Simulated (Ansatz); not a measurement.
Starting cell, Pb (fcc, Cu type):

```yaml
crystal:
  lattice:
    - [4.99091, 0.00000, 0.00000]
    - [0.00000, 4.99091, 0.00000]
    - [0.00000, 0.00000, 4.99091]
  atoms:
    - { symbol: Pb, position: [0.00000, 0.00000, 0.00000] }
    - { symbol: Pb, position: [0.50000, 0.50000, 0.00000] }
    - { symbol: Pb, position: [0.50000, 0.00000, 0.50000] }
    - { symbol: Pb, position: [0.00000, 0.50000, 0.50000] }
```

Scan: atom 2 (Pb, nearest neighbour Pb at 3.529 Å; its periodic images, 5.0 Å or more away, move with it) is displaced along Cartesian [110], direction (0.707, 0.707, 0.000) in Cartesian axes, by s. The other atoms stay.

Method: r2SCAN (plane waves to 500 eV, PAW, scalar-relativistic; Ansatz, a first-principles code). k mesh 8×8×8 (Γ-centred), Fermi-Dirac smearing 0.05 eV. Energies are smeared free energies. Compression counts positive. With partly filled bands, energies and forces of such displacements shift with the k mesh and the smearing. F∥ is the force on the atom along that direction. On this mesh the relaxed cell isn't quite at rest: it carries a pressure of 0.2 GPa (compression positive) at the zero of the scan. Pb was relaxed with its symmetry unable to fall. Spin-orbit coupling is left out, though Pb is heavy. ΔE is measured from the undisplaced structure.

```csv
s (Å),P (GPa),F∥ (eV/Å),ΔE (meV/cell)
-0.350,0.7,0.402,[?]
-0.280,0.5,0.253,25.5
-0.210,0.4,[?],11.7
-0.140,0.3,0.074,4.2
-0.070,0.2,0.026,0.8
0.000,0.2,0.000,0.0
0.070,0.2,-0.026,0.8
0.140,0.3,-0.074,4.2
0.210,0.4,[?],11.7
0.280,0.5,-0.253,25.5
0.350,0.7,-0.402,[?]
```

Question: What belongs in the gaps?

Answer: 
- -0.350, ΔE (meV/cell): 48.2
- -0.210, F∥ (eV/Å): 0.147
- 0.210, F∥ (eV/Å): -0.147
- 0.350, ΔE (meV/cell): 48.2

(A displaced cell: forces are minus the slopes of the energy, force constants its curvatures, and phonons follow from these.)
